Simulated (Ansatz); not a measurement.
TlBr:
```
CELL_PARAMETERS angstrom
      3.98015     0.00000     0.00000
      0.00000     3.98015     0.00000
      0.00000     0.00000     3.98015
ATOMIC_POSITIONS crystal
  Tl 0.00000 0.00000 0.00000
  Br 0.50000 0.50000 0.50000
```

Relaxed with PBE+D3(BJ).

Question: Map the valence electron density (e/Å³), cut off at 1 on the plane through (0.000, 0.000, 0.000) spanned by u = [1, 0, 0] and v = [0, 1, 1] in lattice vectors, from DFT-PBE+D3(BJ) in the program Ansatz with PAW potentials.

Answer: x is the fraction of u, y of v (the angle between them is 90°; rows are the nearest grid lines); atoms in the plane: Tl at (0.00, 0.00), Br at (0.50, 0.50).
```
y \ x   0.000  0.100  0.200  0.250  0.350  0.450  0.550  0.650  0.750  0.800  0.900   1.00
------  -----  -----  -----  -----  -----  -----  -----  -----  -----  -----  -----  -----
1.00     1.00   1.00   1.00  0.689  0.137  0.041  0.041  0.137  0.689   1.00   1.00   1.00
0.929    1.00   1.00   1.00  0.499  0.112  0.038  0.038  0.112  0.499   1.00   1.00   1.00
0.857    1.00   1.00  0.394  0.218  0.076  0.041  0.041  0.076  0.218  0.394   1.00   1.00
0.786   0.287  0.225  0.131  0.102  0.081  0.085  0.085  0.081  0.102  0.131  0.225  0.287
0.679   0.046  0.057  0.109  0.163  0.352  0.554  0.554  0.352  0.163  0.109  0.057  0.046
0.607   0.037  0.064  0.197  0.353  0.898   1.00   1.00  0.898  0.353  0.197  0.064  0.037
0.536   0.040  0.081  0.295  0.564   1.00  0.468  0.468   1.00  0.564  0.295  0.081  0.040
0.464   0.040  0.081  0.295  0.564   1.00  0.468  0.468   1.00  0.564  0.295  0.081  0.040
0.393   0.037  0.064  0.197  0.353  0.898   1.00   1.00  0.898  0.353  0.197  0.064  0.037
0.321   0.046  0.057  0.109  0.163  0.352  0.554  0.554  0.352  0.163  0.109  0.057  0.046
0.214   0.287  0.225  0.131  0.102  0.081  0.085  0.085  0.081  0.102  0.131  0.225  0.287
0.143    1.00   1.00  0.394  0.218  0.076  0.041  0.041  0.076  0.218  0.394   1.00   1.00
0.0714   1.00   1.00   1.00  0.499  0.112  0.038  0.038  0.112  0.499   1.00   1.00   1.00
0.000    1.00   1.00   1.00  0.689  0.137  0.041  0.041  0.137  0.689   1.00   1.00   1.00
```

The density is the valence pseudo-density with augmentation charge, so density and ELF within about 1 Å of a nucleus are not all-electron values.

Space group Pm-3m (CsCl type). Symmetry was held in the PBE+D3(BJ) relaxation; phonons on a q-mesh show no instability. Scalar-relativistic: spin–orbit coupling is off unless named, which matters more the heavier the elements.

Potentials: the later of the program's two PAW sets.
